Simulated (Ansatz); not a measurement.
The cell below belongs to a search over invented structures; it isn't taken from experiment.

Input and command of a plane-wave DFT calculation in Ansatz:

```yaml
crystal:
  lattice:
    - [4.98783818, 0.0, 0.0]
    - [-2.49391909, 4.31959457, 0.0]
    - [0.0, 0.0, 6.15771189]
  atoms:
    - { symbol: V, position: [0.33333333, 0.66666667, 0.5], spin: 2.0 }
    - { symbol: Sn, position: [0.66666667, 0.33333333, 0.0] }
    - { symbol: Te, position: [0.0, 0.0, 0.755247] }
    - { symbol: Te, position: [0.0, 0.0, 0.244753] }
    - { symbol: Te, position: [0.66666667, 0.33333333, 0.5] }
basis:
  ecutwfc: 420
kpoints:
  mp_grid: { grid: [4, 4, 3] }
hamiltonian:
  xc: pbe
scf:
  occupations: { method: gaussian, width: 0.2 }
  lower_state_search: "off"
output:
  forces: true
  stress: true
  eigenvalues: true
  populations: true
magnetization:
  spin_polarized: true
relax:
  adjacent_minimum: "off"
  f_tol: 0.08
  max_steps: 16
  cell: { stress_tol: 0.8 }
```

```bash
ansatz run input.yaml --threads 1 --pin off --max-ram 2560MiB --backend cpu --events-out ev --progress --plain --runs-dir out
```

Processor: Intel(R) Xeon(R) 6975P-C (Granite Rapids), 1 thread, on a host shared with other jobs.

Q: Estimate time, memory and problem size.

A: About 62 s, peak memory 0.48 GiB. It solves 47 bands at 8 k points (after reduction by symmetry) with about 2901 plane waves (on the last cell), in 97 SCF iterations over 10 ionic steps.
